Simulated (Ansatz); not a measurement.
ScAl3:
```yaml
crystal:
  lattice:
    - [-1.99563, 1.99563, 4.36951]
    - [1.99563, -1.99563, 4.36951]
    - [1.99563, 1.99563, -4.36951]
  atoms:
    - { symbol: Sc, position: [0.00000, 0.00000, 0.00000] }
    - { symbol: Al, position: [0.75000, 0.25000, 0.50000] }
    - { symbol: Al, position: [0.25000, 0.75000, 0.50000] }
    - { symbol: Al, position: [0.50000, 0.50000, 0.00000] }
```

Relaxed with PBEsol. Special points in fractions of this cell's reciprocal vectors: Γ (0.000, 0.000, 0.000); X (0.000, 0.000, 0.500); P (0.250, 0.250, 0.250); N (0.000, 0.500, 0.000); M (0.500, 0.500, -0.500); S (0.302, 0.698, -0.302); S0 (-0.302, 0.302, 0.302); R (-0.104, 0.104, 0.500); G (0.500, 0.500, -0.104).

### Question
List the band energies nearest the Fermi level at these points for plane-wave PAW PBEsol (Ansatz code).

### Answer
In eV from the Fermi level; about four levels below and three above (degenerate sets whole), none deeper than 8.9 eV; points with the same levels are listed once.

| k | below | above |
|---|---|---|
| Γ | -2.24 -1.03 -1.03 -0.93 | 1.59 1.63 1.63 |
| X | -3.46 -2.42 -1.88 -0.51 | 2.60 2.81 3.05 |
| P | -3.93 -1.52 -1.52 -0.87 | 1.14 2.66 3.05 |
| N | -6.59 -3.20 -2.75 -0.72 | 0.35 1.15 1.86 |
| M | -7.07 -1.79 -0.97 -0.97 | 0.20 1.50 1.50 |
| S | -5.17 -0.79 -0.28 -0.15 | 1.16 2.18 2.36 |
| R | -3.29 -2.01 -0.99 -0.36 | 2.44 2.53 2.80 |

Space group I4/mmm. The first step of the workflow began from a Materials Project structure, measured or hypothetical; the Crystallography Open Database copy checked does not list it. Its standing as an ambient phase is unchecked. The cell was relaxed with PBEsol under the symmetry of its start; whether a distortion lowers the energy is not shown. No spin polarisation was allowed.

Potentials: the later of the program's two PAW sets.
